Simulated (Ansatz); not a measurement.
Start of a relaxation of AgOsC4N4:

Space group P-43m (No. 215). a = 5.988 Å, b = 5.988 Å, c = 5.988 Å, α = 90.00°, β = 90.00°, γ = 90.00°
```tsv
atom	site	symmetry	x	y	z
Ag	1b	-43m	0.5000	0.5000	0.5000
Os	1a	-43m	0.0000	0.0000	0.0000
C	4e	.3m	0.1828	0.1828	0.1828
N	4e	.3m	0.2956	0.2956	0.2956
```

These are results of Ansatz, DFT PBE, scalar-relativistic, plane waves, PAW, not measurements. Cutoff 420 eV, Gaussian smearing, Γ-centred meshes. Cell and atoms relax first on a coarse mesh and then on a finer one. In between, the cell is made exact in the group found at 0.06 Å. In metals the finer mesh still leaves noise of several meV/atom or more. The steps can't lower the symmetry of their start. Collinear spin, starting moments Os 1.0 μB.

A guess keeps its type if space group and coordination stay and the shape of the cell changes little (axis ratios within about 15 %, angles within 6°); the volume may change.

Task: Does this structure survive the relaxation?

Result: It keeps its type. The symmetry stays P-43m (No. 215). The volume per atom grows by 8.3 %, from 21.5 to 23.2 Å³. The shortest distance goes from 1.17 Å (C–N) to 1.18 Å (C–N). Counting neighbours within 15 % of an atom's shortest distance, the start has Ag 4, C 1, N 1, Os 4 and the end Ag 4, C 1, N 1, Os 4.

The last run used collinear spin, a 6×6×6 mesh for its 10-atom cell and Gaussian smearing of 0.10 eV. These runs have no spin–orbit coupling, which can matter for Os. Another magnetic order may lie lower. A structure relaxed within its symmetry needn't be a true minimum.
